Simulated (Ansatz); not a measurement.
Question: Name crystals whose computed values (PBE in the plane-wave PAW code Ansatz) fall in these windows: Θ_D (K) 920 to 1100; B₀ by P(V) fit (GPa) 120 to 160.

Answer: 

| crystal | Θ_D (K) | B₀ by P(V) fit (GPa) |
|---|---|---|
| MgB2, P6/mmm (Mg on 1a, B on 2d) | 1030 | 143 |
Others may fit too.

The cell was relaxed under the symmetry of its start.

Potentials: the later of the program's two PAW sets.
